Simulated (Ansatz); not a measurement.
# GaSb3: moving Ga off its site

GaSb3, Fm-3m, a = 7.296 Å (as given, not relaxed at this level: 0.4 GPa). The structure is a Materials Project entry; whether it is the stable form wasn't checked. Ansatz: PBE+D3(BJ), PAW, 420 eV, Γ-centred 12×12×12 mesh on 4 atoms, Gaussian smearing 0.15 eV; no spin polarisation.

```
Ga Sb
1.0
     0.00000    3.64789    3.64789
     3.64789    0.00000    3.64789
     3.64789    3.64789    0.00000
Ga Sb
1 3
Direct
  0.00000 0.00000 0.00000
  0.25000 0.25000 0.25000
  0.75000 0.75000 0.75000
  0.50000 0.50000 0.50000
```

Atom 1 (Ga) moves by x along the unit vector (1.000, 0.000, 0.000), with its periodic images; all else is held. y is the free energy of the cell over the start, F the force along the path summed over the moved atoms. Symmetry makes y even in x.

| x (Å) | y (meV) | F (eV/Å) |
| --- | --- | --- |
| -0.1000 | ? | ? |
| -0.0333 | 0.98 | 0.06 |
| 0.0000 | 0.00 | 0.00 |
| 0.0167 | 0.25 | -0.03 |
| 0.0500 | 2.21 | -0.09 |
| 0.0667 | 3.94 | -0.12 |
| 0.0833 | 6.15 | -0.15 |

Fit y = c2 x² + c4 x⁴ to the energies of the other rows, give the force constant, and predict energy and force of the missing row.

Least squares on the rows shown. y = 883.6 x² + 393.0 x⁴. The force constant is 2 c2 = 1.77 eV/Å² (for all images moving together, not for a lone atom). The force −dy/dx at the missing row is 0.18 eV/Å (computed 0.18). At x = -0.1000 the fit asked for gives 8.88 meV. The run gave 8.87 meV, so the fit is 0.01 meV too high, a small miss on the scale of the series. The form still works here, 20 % of the fitted range beyond its end.